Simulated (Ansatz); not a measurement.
This guess for Ba2B is about to be relaxed.

```cif
data_structure
_symmetry_space_group_name_H-M 'R32:H'
_symmetry_Int_Tables_number 155
_cell_length_a 6.8318
_cell_length_b 6.8318
_cell_length_c 19.3234
_cell_angle_alpha 90.000
_cell_angle_beta 90.000
_cell_angle_gamma 120.000
_cell_volume 781.07
loop_
_atom_site_label
_atom_site_type_symbol
_atom_site_symmetry_multiplicity
_atom_site_Wyckoff_symbol
_atom_site_fract_x
_atom_site_fract_y
_atom_site_fract_z
_atom_site_occupancy
Ba1 Ba 3 a 0.00000 0.00000 0.00000 1
Ba2 Ba 9 e 0.00000 0.33333 0.83333 1
B1 B 6 c 0.33333 0.66667 0.00000 1
```

Computed with DFT PBE, scalar-relativistic, plane waves, PAW in Ansatz. Cutoff 420 eV, Gaussian smearing, Γ-centred meshes. Cell and atoms relax on a converged mesh. In metals the finer mesh still leaves noise of several meV/atom or more. The steps can't lower the symmetry of their start. No spin polarisation.

A guess keeps its type if space group and coordination stay and the shape of the cell changes little (axis ratios within about 15 %, angles within 6°); the volume may change.

Question: Does this structure survive the relaxation?

Answer: It doesn't keep its type. The symmetry stays R32 (No. 155). The volume per atom shrinks by 22.0 %, from 43.4 to 33.8 Å³. The shortest distance goes from 3.94 Å (Ba–B, B–B and Ba–Ba) to 2.94 Å (Ba–B). The ratio c/a of the conventional cell changes by a factor of 0.45. Counting neighbours within 15 % of an atom's shortest distance, the start has B 12, Ba 12 and the end B 7, Ba 2/4. In detail, at the end Ba on a site of symmetry 32 has 2 B at 2.94 Å and 6 Ba at 3.59 Å; Ba on a site of symmetry 2 has 2 B at 3.06 Å, 2 B at 3.36 Å and 6 Ba at 3.54–3.68 Å; around B lie 4 Ba at 2.94–3.06 Å and 3 Ba at 3.36 Å.

```cif
data_structure
_symmetry_space_group_name_H-M 'R32:H'
_symmetry_Int_Tables_number 155
_cell_length_a 8.2114
_cell_length_b 8.2114
_cell_length_c 10.4305
_cell_angle_alpha 90.000
_cell_angle_beta 90.000
_cell_angle_gamma 120.000
_cell_volume 609.08
loop_
_atom_site_label
_atom_site_type_symbol
_atom_site_symmetry_multiplicity
_atom_site_Wyckoff_symbol
_atom_site_fract_x
_atom_site_fract_y
_atom_site_fract_z
_atom_site_occupancy
Ba1 Ba 3 a 0.00000 0.00000 0.00000 1
Ba2 Ba 9 e 0.58249 0.66667 0.16667 1
B1 B 6 c 0.33333 0.66667 0.94837 1
```

The last run used a 6×6×6 mesh for its 6-atom cell and Gaussian smearing of 0.10 eV. A structure relaxed within its symmetry needn't be a true minimum.

In counts of neighbours, a slash parts the counts of unlike sites.
